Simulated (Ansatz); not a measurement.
LiScF$_{4}$, in the lowest of the structures calculated here: I4₁/a, origin choice 1 (No. 88), tI24; a = b = 4.9706 Å, c = 10.0495 Å, α = β = γ = 90.00°; Li 4a (0.000, 0.000, 0.000); Sc 4b (0.000, 0.000, 0.500); F 16f (0.288, 0.176, 0.080). These are r2SCAN (plane waves to 500 eV, PAW, scalar-relativistic; Ansatz, a quantum-chemistry and plane-wave program) values and carry that method's errors. Element references, the lowest calculated here: Sc (P6₃/mmc), Li (Fm-3m, not the ambient form), F (R-3m, a generated molecular cell); gases are represented by their molecular solids.

Total energies (eV/atom, σ → 0; comparable only within this code, potentials and settings):

```json
[
 {"phase": "LiScF4 (I4₁/a)", "E (eV/atom)": "-932.765"},
 {"phase": "Sc (P6₃/mmc)", "E (eV/atom)": "-2140.571"},
 {"phase": "Li (Fm-3m)", "E (eV/atom)": "-205.137"},
 {"phase": "F (R-3m)", "E (eV/atom)": "-806.898"},
 {"phase": "LiF (Fm-3m)", "E (eV/atom)": "-509.166"}
]
```

Q: What is the formation energy of this I4₁/a form of LiScF4 from the elements?

A: E_f = -932.765 − [1 × (-205.137) + 1 × (-2140.571) + 4 × (-806.898)] / 6 = -3.88 eV/atom (-23.3 eV per formula unit).

Static energies, no anion corrections, no zero-point energy. Values are rounded to 0.01 eV/atom. The compounds carry no spin polarisation.
